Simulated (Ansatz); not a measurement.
Cell and atoms are relaxed with the symmetry kept. Start:

Space group Cmcm (No. 63). a = 7.460 Å, b = 6.520 Å, c = 8.913 Å, α = 90.00°, β = 90.00°, γ = 90.00°
| atom | site | symmetry | x | y | z |
| --- | --- | --- | --- | --- | --- |
| Al | 8e | 2.. | 0.3190 | 0.0000 | 0.0000 |
| Al | 8f | m.. | 0.5000 | 0.6428 | 0.0984 |
| Al | 8g | ..m | 0.3191 | 0.2981 | 0.2500 |
| Ru | 4c | m2m | 0.5000 | 0.9650 | 0.2500 |

Method: DFT r2SCAN, scalar-relativistic, plane waves, PAW (Ansatz 0.2.0).

Plane waves to 500 eV, a k mesh through Γ of 8×8×4 on the computed 14-atom cell and Gaussian smearing (0.10 eV); no spin polarisation.

What does it relax to?

The volume rises by 0.03 Å³/atom to 15.52 Å³/atom, and the energy changes by under 0.1 meV/atom. Final structure:
```
Al Ru
1.0
     3.73028   -3.26080    0.00000
     3.73028    3.26080    0.00000
     0.00000    0.00000    8.92864
Al Ru
12 2
Direct
  0.31950 0.31950 0.00000
  0.68050 0.68050 0.50000
  0.68050 0.68050 0.00000
  0.31950 0.31950 0.50000
  0.85711 0.14289 0.09846
  0.14289 0.85711 0.59846
  0.85711 0.14289 0.40154
  0.14289 0.85711 0.90154
  0.02094 0.61805 0.25000
  0.97906 0.38195 0.75000
  0.38195 0.97906 0.25000
  0.61805 0.02094 0.75000
  0.53524 0.46476 0.25000
  0.46476 0.53524 0.75000
```

Cost: 1 run of about 4.2 core-minutes, on Oxide Virtual Turin-like Processor (Zen 5) (shared hosts).